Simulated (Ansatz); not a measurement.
**CaAg2Ge2 under strain**

Computed with DFT r2SCAN, scalar-relativistic, plane waves, PAW in Ansatz 0.2.0. Run with 500 eV cutoff, 8×8×4 k-mesh, Gaussian smearing of 0.10 eV, no spin polarisation.

The relaxed crystal:

```
Ca Ag Ge
1.0
     4.31934    0.00000    0.00000
     0.00000    4.31934    0.00000
     0.00000    0.00000   10.91638
Ca Ag Ge
2 4 4
Direct
  0.00000 0.00000 0.00000
  0.50000 0.50000 0.50000
  0.00000 0.50000 0.25000
  0.50000 0.00000 0.25000
  0.50000 0.00000 0.75000
  0.00000 0.50000 0.75000
  0.00000 0.00000 0.39028
  0.50000 0.50000 0.10972
  0.50000 0.50000 0.89028
  0.00000 0.00000 0.60972
```

Deformation: all cell vectors scaled alike, the atoms relaxed, all within the symmetry that the strain leaves. Energies are extrapolated to zero smearing. Stress is positive in compression, on the Cartesian axes of the cell above. On this cell's mesh the reference holds a stress of up to 0.20 GPa.

```
strain (%)  ΔE (meV/atom) a (Å) b (Å) c (Å)  σxx (GPa)  σyy (GPa)  σzz (GPa)
      -4.5          102.1  4.125  4.125  10.425      13.61      13.61      15.94
      -3.0           42.3  4.190  4.190  10.589       8.02       8.02       9.34
      -1.5            9.7  4.255  4.255  10.753       3.55       3.55       4.04
      +0.0            0.0  4.319  4.319  10.916       0.01       0.01      -0.20
      +1.5            9.4  4.384  4.384  11.080      -2.80      -2.80      -3.41
      +3.0           34.5  4.449  4.449  11.244      -5.01      -5.01      -5.83
      +4.5           72.6  4.514  4.514  11.408      -6.70      -6.70      -7.65
```